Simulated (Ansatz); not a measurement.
# Hg2RhN3: relaxation (Ansatz)

Input:

```yaml
crystal:
  lattice:
    - [5.536817, 0.0, 0.0]
    - [2.487554, 5.200317, 0.0]
    - [2.413037, 0.969028, 5.900051]
  atoms:
    - { symbol: Hg, position: [0.34312, 0.05436, 0.80488] }
    - { symbol: Hg, position: [0.65688, 0.94564, 0.19512] }
    - { symbol: Hg, position: [0.08398, 0.68416, 0.67076] }
    - { symbol: Hg, position: [0.91602, 0.31584, 0.32924] }
    - { symbol: Rh, position: [0.35986, 0.55818, 0.18368] }
    - { symbol: Rh, position: [0.64014, 0.44182, 0.81632] }
    - { symbol: "N", position: [0.129, 0.8568, 0.2391] }
    - { symbol: "N", position: [0.871, 0.1432, 0.7609] }
    - { symbol: "N", position: [0.309, 0.4133, 0.9924] }
    - { symbol: "N", position: [0.691, 0.5867, 0.0076] }
    - { symbol: "N", position: [0.3997, 0.3369, 0.4122] }
    - { symbol: "N", position: [0.6003, 0.6631, 0.5878] }
kpoints:
  mp_grid: { grid: [4, 4, 3], shift: [0.5, 0.5, 0.5] }
magnetization:
  spin_polarized: false
scf:
  occupations: { method: gaussian, width: 0.1409 }
  lower_state_search: "off"
hamiltonian:
  pseudopotentials: { kind: paw }
  xc: pbe
basis:
  ecutwfc: 420
  fft_grid_basis: typed
relax:
  max_steps: 40
  cell: { p_target: 0.0 }
output:
  forces: true
  stress: true
  eigenvalues: true
  populations: true
  elf: true
  write_potential: true
  volumetric_format: npy
  dos:
    e_range: [-12, 8]
    de: 0.05
    projected: { site_lists: { Hg: [Hg], "N": ["N"], Rh: [Rh] } }
  write_density: true
  bader: false
checkpoint:
  read: saved_state
```

Launch command:

```bash
ansatz run input.yaml --threads 2 --pin off --max-ram 2560MiB --backend cpu --events-out ev --progress --plain --runs-dir out
```

Origin of the cell: a known structure type with other elements, at an estimated volume, so it need not be a known compound.

The saved state is a converged single point of the same cell.

Steps («new basis» is an SCF on plane waves selected anew at the same cell):

```
step  ΔF (meV/atom)  max force component (eV/Å)  P (GPa)  volume (Å³)  SCF iterations   step was
   1            0.0                       5.203    32.50       169.88               6   accepted
   2         -259.2                       1.356     6.84       193.25               7   accepted
   3         -300.7                       0.430     0.00       201.16               7   accepted
   4         -321.4                       0.432    -1.72       201.42               7   accepted
   5         -349.1                       0.485    -2.09       198.52               7   accepted
   6         -374.4                       0.845    -0.90       193.57               7   accepted
   7         -395.0                       0.727    -0.56       192.32               7   accepted
   8         -417.5                       0.466    -0.26       193.51               7   accepted
   9         -433.6                       0.334    -0.16       195.04               7   accepted
  10         -445.1                       0.335     0.81       196.35               7   accepted
  11         -442.9                       0.475    -0.56       200.41               7   rejected
  12         -450.3                       0.087    -0.14       196.86               9   accepted
  13         -451.7                       0.053     0.27       197.31               6   accepted
  14         -451.6                       0.055    -0.17       198.76               6   accepted
  15         -451.8                       0.021    -0.02       198.35               5   accepted
  16         -451.8                       0.023     0.00       198.27               6   accepted
  17         -451.8                       0.006     0.00       198.32               5   accepted
  18         -478.0                       0.033     1.89       198.32               8  new basis
  19         -489.3                       0.262     0.55       202.83               6   accepted
  20         -495.8                       0.343    -0.47       208.25               7   accepted
  21         -490.7                       1.006     1.97       206.34               7   rejected
  22         -497.9                       0.102    -0.34       207.67              10   accepted
  23         -498.5                       0.088    -0.12       207.93               6   accepted
  24         -498.7                       0.042     0.05       207.80               5   accepted
  25         -498.6                       0.041    -0.04       208.04               6   accepted
  26         -498.7                       0.011     0.00       207.91               5   accepted
  27         -498.7                       0.005     0.00       207.99               5   accepted
  28         -503.9                       0.005     0.23       207.99               8  new basis
  29         -504.4                       0.039     0.11       207.37               5   accepted
  30         -504.8                       0.040    -0.04       207.75               6   accepted
  31         -504.8                       0.009     0.00       207.90               5   accepted
  32         -504.9                       0.009     0.01       207.90               6  new basis
  33         -505.0                       0.013     0.02       207.59               6   accepted
  34         -505.0                       0.004     0.00       207.62               5   accepted
  35         -504.9                       0.005    -0.01       207.62               6  new basis
```

Step 1, with forces in eV/Å:

```xyz
12
Lattice="5.537 0.000 0.000 2.488 5.200 0.000 2.413 0.969 5.900" Properties=species:S:1:pos:R:3:forces:R:3 pbc="T T T" step=1
Hg    3.977    1.063    4.749   -0.250    0.461   -0.246
Hg    6.460    5.107    1.151    0.250   -0.461    0.246
Hg    3.785    4.208    3.958   -0.203    0.813    0.074
Hg    6.652    1.962    1.943    0.203   -0.813   -0.074
Rh    3.824    3.081    1.084   -1.799    1.132   -0.640
Rh    6.613    3.089    4.816    1.799   -1.132    0.640
N     3.423    4.687    1.411   -1.403    4.629    1.087
N     7.015    1.482    4.489    1.403   -4.629   -1.087
N     5.134    3.111    5.855   -4.449   -1.150   -0.290
N     5.304    3.058    0.045    4.449    1.150    0.290
N     4.046    2.151    2.432    1.293   -3.334    5.203
N     6.392    4.018    3.468   -1.293    3.334   -5.203
```

Step 4, with forces in eV/Å:

```xyz
12
Lattice="5.991 0.183 -0.133 2.863 5.530 -0.061 2.501 1.093 6.122" Properties=species:S:1:pos:R:3:forces:R:3 pbc="T T T" step=4
Hg    4.260    1.364    4.870   -0.173    0.271   -0.177
Hg    7.096    5.442    1.058    0.173   -0.271    0.177
Hg    4.043    4.767    4.157    0.124    0.233   -0.039
Hg    7.313    2.039    1.771   -0.124   -0.233    0.039
Rh    4.122    3.295    1.121    0.108   -0.201    0.432
Rh    7.234    3.511    4.807   -0.108    0.201   -0.432
N     3.543    4.950    1.529   -0.296    0.056    0.196
N     7.813    1.856    4.399    0.296   -0.056   -0.196
N     5.612    3.367    5.897    0.005   -0.184   -0.053
N     5.743    3.440    0.031   -0.005    0.184    0.053
N     4.703    2.385    2.548    0.003    0.109   -0.147
N     6.652    4.422    3.380   -0.003   -0.109    0.147
```

Step 7, with forces in eV/Å:

```xyz
12
Lattice="5.876 0.387 -0.337 3.004 5.559 -0.184 2.269 1.136 5.973" Properties=species:S:1:pos:R:3:forces:R:3 pbc="T T T" step=7
Hg    4.121    1.799    4.549    0.081    0.174    0.201
Hg    7.029    5.283    0.903   -0.081   -0.174   -0.201
Hg    3.947    5.321    4.156   -0.049    0.072    0.088
Hg    7.202    1.761    1.296    0.049   -0.072   -0.088
Rh    4.034    3.191    1.133    0.363   -0.282   -0.287
Rh    7.116    3.892    4.319   -0.363    0.282    0.287
N     3.332    4.744    1.781    0.137    0.224   -0.053
N     7.817    2.338    3.671   -0.137   -0.224    0.053
N     5.603    3.364    5.518    0.727    0.194   -0.129
N     5.546    3.718   -0.066   -0.727   -0.194    0.129
N     4.826    2.227    2.373   -0.057   -0.083   -0.190
N     6.323    4.855    3.079    0.057    0.083    0.190
```

Step 9, with forces in eV/Å:

```xyz
12
Lattice="5.980 0.211 -0.367 2.885 5.459 -0.309 2.252 0.928 5.930" Properties=species:S:1:pos:R:3:forces:R:3 pbc="T T T" step=9
Hg    3.980    1.927    4.516   -0.076    0.159    0.023
Hg    7.136    4.671    0.738    0.076   -0.159   -0.023
Hg    3.749    5.263    4.128   -0.047   -0.029   -0.093
Hg    7.367    1.335    1.127    0.047    0.029    0.093
Rh    4.024    2.929    1.127    0.334   -0.130   -0.053
Rh    7.093    3.668    4.127   -0.334    0.130    0.053
N     3.302    4.493    1.777   -0.179    0.033   -0.002
N     7.815    2.104    3.477    0.179   -0.033    0.002
N     5.751    3.013    5.343   -0.136   -0.162    0.026
N     5.366    3.584   -0.089    0.136    0.162   -0.026
N     4.790    1.865    2.283   -0.205    0.144   -0.024
N     6.327    4.732    2.972    0.205   -0.144    0.024
```

Step 13, with forces in eV/Å:

```xyz
12
Lattice="6.189 0.000 -0.411 2.781 5.260 -0.470 2.259 0.657 5.875" Properties=species:S:1:pos:R:3:forces:R:3 pbc="T T T" step=13
Hg    3.906    1.788    4.496    0.034   -0.011   -0.033
Hg    7.323    4.129    0.498   -0.034    0.011    0.033
Hg    3.600    4.865    3.904    0.015    0.007   -0.019
Hg    7.629    1.052    1.090   -0.015   -0.007    0.019
Rh    4.100    2.731    1.012    0.030    0.003    0.053
Rh    7.129    3.186    3.982   -0.030   -0.003   -0.053
N     3.198    4.260    1.597    0.008   -0.022   -0.018
N     8.031    1.657    3.397   -0.008    0.022    0.018
N     5.842    2.460    5.229   -0.041   -0.052   -0.009
N     5.387    3.457   -0.234    0.041    0.052    0.009
N     4.763    1.717    2.247    0.001    0.035   -0.019
N     6.466    4.200    2.747   -0.001   -0.035    0.019
```

Step 16, with forces in eV/Å:

```xyz
12
Lattice="6.189 -0.015 -0.404 2.767 5.266 -0.487 2.265 0.629 5.891" Properties=species:S:1:pos:R:3:forces:R:3 pbc="T T T" step=16
Hg    3.912    1.769    4.497    0.002    0.008   -0.001
Hg    7.309    4.111    0.503   -0.002   -0.008    0.001
Hg    3.623    4.854    3.903    0.002    0.000    0.013
Hg    7.598    1.027    1.097   -0.002    0.000   -0.013
Rh    4.100    2.727    1.006    0.023   -0.007    0.005
Rh    7.121    3.154    3.994   -0.023    0.007   -0.005
N     3.181    4.242    1.596    0.002   -0.008   -0.015
N     8.040    1.639    3.404   -0.002    0.008    0.015
N     5.847    2.410    5.246    0.006    0.003   -0.013
N     5.375    3.471   -0.246   -0.006   -0.003    0.013
N     4.771    1.721    2.241   -0.010    0.013   -0.011
N     6.450    4.160    2.759    0.010   -0.013    0.011
```

Step 20, with forces in eV/Å:

```xyz
12
Lattice="6.566 -0.057 -0.666 2.896 5.214 -0.853 2.142 0.323 5.800" Properties=species:S:1:pos:R:3:forces:R:3 pbc="T T T" step=20
Hg    3.903    1.585    4.169   -0.107   -0.027    0.079
Hg    7.700    3.895    0.113    0.107    0.027   -0.079
Hg    3.707    4.637    3.663    0.029   -0.024    0.001
Hg    7.897    0.843    0.619   -0.029    0.024   -0.001
Rh    4.315    2.657    0.666    0.057   -0.155    0.343
Rh    7.288    2.823    3.616   -0.057    0.155   -0.343
N     3.278    4.079    1.290   -0.003   -0.105   -0.070
N     8.326    1.401    2.992    0.003    0.105    0.070
N     5.934    2.098    4.794   -0.074    0.034    0.145
N     5.670    3.382   -0.513    0.074   -0.034   -0.145
N     4.828    1.547    1.888   -0.088    0.115   -0.162
N     6.775    3.933    2.394    0.088   -0.115    0.162
```

Step 23, with forces in eV/Å:

```xyz
12
Lattice="6.578 -0.030 -0.691 2.927 5.276 -0.920 2.126 0.281 5.720" Properties=species:S:1:pos:R:3:forces:R:3 pbc="T T T" step=23
Hg    3.861    1.601    4.121    0.026   -0.037   -0.017
Hg    7.769    3.926   -0.011   -0.026    0.037    0.017
Hg    3.780    4.668    3.560    0.001    0.008   -0.023
Hg    7.851    0.859    0.550   -0.001   -0.008    0.023
Rh    4.374    2.693    0.635    0.088   -0.081    0.033
Rh    7.256    2.834    3.475   -0.088    0.081   -0.033
N     3.315    4.100    1.235    0.007    0.034    0.006
N     8.315    1.426    2.875   -0.007   -0.034   -0.006
N     5.904    2.136    4.701    0.031    0.032   -0.050
N     5.726    3.390   -0.591   -0.031   -0.032    0.050
N     4.836    1.549    1.838   -0.004    0.084   -0.066
N     6.794    3.978    2.272    0.004   -0.084    0.066
```

Step 28, with forces in eV/Å:

```xyz
12
Lattice="6.562 -0.037 -0.676 2.913 5.284 -0.910 2.133 0.284 5.726" Properties=species:S:1:pos:R:3:forces:R:3 pbc="T T T" step=28
Hg    3.861    1.591    4.134    0.000    0.001    0.003
Hg    7.747    3.940    0.007    0.000   -0.001   -0.003
Hg    3.765    4.671    3.564   -0.001   -0.005    0.005
Hg    7.844    0.860    0.576    0.001    0.005   -0.005
Rh    4.364    2.700    0.649    0.005   -0.002    0.000
Rh    7.244    2.831    3.491   -0.005    0.002    0.000
N     3.309    4.115    1.246   -0.002   -0.001    0.000
N     8.299    1.415    2.894    0.002    0.001    0.000
N     5.898    2.146    4.718    0.002    0.003   -0.003
N     5.710    3.385   -0.578   -0.002   -0.003    0.003
N     4.841    1.566    1.852   -0.001    0.003   -0.004
N     6.767    3.965    2.288    0.001   -0.003    0.004
```

Step 35, with forces in eV/Å:

```xyz
12
Lattice="6.641 -0.040 -0.741 2.946 5.221 -1.042 2.097 0.154 5.711" Properties=species:S:1:pos:R:3:forces:R:3 pbc="T T T" step=35
Hg    3.858    1.462    4.044   -0.002    0.000    0.000
Hg    7.826    3.873   -0.117    0.002    0.000    0.000
Hg    3.778    4.543    3.483    0.000    0.000   -0.001
Hg    7.906    0.792    0.444    0.000    0.000    0.001
Rh    4.412    2.629    0.548   -0.002    0.005    0.004
Rh    7.273    2.706    3.379    0.002   -0.005   -0.004
N     3.325    4.012    1.152    0.000    0.000   -0.002
N     8.360    1.322    2.775    0.000    0.000    0.002
N     5.916    1.984    4.587    0.000    0.000   -0.002
N     5.769    3.351   -0.660    0.000    0.000    0.002
N     4.850    1.453    1.724    0.003   -0.001   -0.002
N     6.835    3.882    2.203   -0.003    0.001    0.002
```

* Free energy lowered by: 504.9 meV/atom
* Volume change: 22.21 %
* Final pressure: -0.01 GPa
* Relaxation steps listed: 35
* Gap on the mesh: none (metal)

Caveats: no dispersion correction, so spacings can come out too large where layers or molecules are weakly bound; no moments, though an odd count or open d shells may carry them; no spin-orbit coupling, though heavy elements are present; the given cell is far from equilibrium, with atoms too close or a volume far off; the k mesh is coarse if the cell is a metal; the relaxation held the start's symmetry, so the end may be a saddle point.

It ran for 8 min on 2 threads of Arm Neoverse V2, on a shared host, peak memory 0.75 GiB, from a saved density.
